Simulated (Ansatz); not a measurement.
Pb2SeS:
```xyz
4
Lattice="4.2483 0.0000 0.0000 0.0000 4.2483 0.0000 0.0000 0.0000 6.0037" Properties=species:S:1:pos:R:3 pbc="T T T"
Pb     0.0000     0.0000     0.0000
Pb     2.1242     2.1242     3.0019
Se     2.1242     2.1242     0.0000
S      0.0000     0.0000     3.0019
```

Relaxed with PBEsol. Special points in fractions of this cell's reciprocal vectors: Γ (0.000, 0.000, 0.000); X (0.000, 0.500, 0.000); M (0.500, 0.500, 0.000); Z (0.000, 0.000, 0.500); R (0.000, 0.500, 0.500); A (0.500, 0.500, 0.500).

List the band energies nearest the valence-band maximum at these points for plane-wave PAW PBEsol with spin–orbit coupling (Ansatz code).

In eV from the valence-band maximum; about four levels below and three above (degenerate sets whole), none deeper than 8.9 eV; points with the same levels are listed once.

```
k                    below                above
-  -----------------------  -------------------
Γ  -1.78 -1.78 -1.77 -1.77  3.40 3.40 3.82 3.82
X  -0.76 -0.76 -0.55 -0.55  1.05 1.05 1.27 1.27
M  -3.09 -3.09 -3.05 -3.05  3.83 3.83 3.83 3.83
Z  -1.60 -1.60 -1.53 -1.53  2.10 2.10 2.43 2.43
R    -0.12 -0.12 0.00 0.00  0.15 0.15 0.29 0.29
A  -0.89 -0.89 -0.61 -0.61  1.89 1.89 1.93 1.93
```

Space group P4/mmm. The first step of the workflow began from a Materials Project structure, measured or hypothetical; the Crystallography Open Database copy checked does not list it. With Se and S taken as one species the cell has the higher symmetry Fm-3m, so it may be an ordered model of a mixed-site phase. Its standing as an ambient phase is unchecked. The PBEsol relaxation kept the symmetry of its start; of distortions, only those at the zone centre were tested.

Potentials: the later of the program's two PAW sets.
